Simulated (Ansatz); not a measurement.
## Data sheet: ScPd₃C (DFT)

ScPd₃C (anti-perovskite, Pm-3m), a = b = c = 4.148 Å, α = β = γ = 90.00°.

Space group Pm-3m (No. 221), anti-perovskite; conventional cell a = b = c = 4.1477 Å, α = β = γ = 90.00°.

Method: PBEsol in the plane-wave PAW code Ansatz. The cell and atoms are relaxed at this level. Other levels are named where they apply.

### Cell and energy

| Quantity | Value |
|---|---|
| Volume per atom | 14.27 Å³ |
| Density | 8.76 g/cm³ |
| Formation energy from the elements (no fitted shifts) | -0.23 eV/atom |

### Electronic structure

| Item | Value |
|---|---|
| Electronic character | metallic (no gap) |
| Density of states at the Fermi level | 0.75 states/eV per atom (mean over ±0.08 eV) |
| Gap with spin–orbit coupling | none (metallic) |

### Mechanics

| Property | Value |
|---|---|
| Bulk modulus (Birch–Murnaghan fit) | 187 GPa |
| Pressure derivative B′ | 4.7 |
| Elastic constants (relaxed ions, GPa) | C11 = 294, C12 = 134, C44 = 7.5 |
| Mechanical stability | stable (all eigenvalues of C positive) |

### Phonons

| Property | Value |
|---|---|
| Highest zone-centre frequency | 475 cm⁻¹ |
| Zone-centre stability | unstable, softest mode 18i cm⁻¹ |

The start of the workflow was typed in or built on a structure type; neither database checked (COD, Materials Project) lists it. Its standing as an ambient phase is unchecked. The PBEsol relaxation kept the symmetry of its start; phonons show weakly imaginary modes. The run is not spin-polarised. As this level gives no gap, shear constants depend on the k-mesh and smearing (Fermi–Dirac, 0.1 eV here). As this level gives no gap, phonon frequencies hold no LO–TO term and depend on the k-mesh and smearing (Fermi–Dirac, 0.1 eV here). The references are the lowest solids computed at this level, not always the standard phases. Scalar-relativistic: spin–orbit coupling is off unless named, which matters more the heavier the elements.

Potentials: the later of the program's two PAW sets.
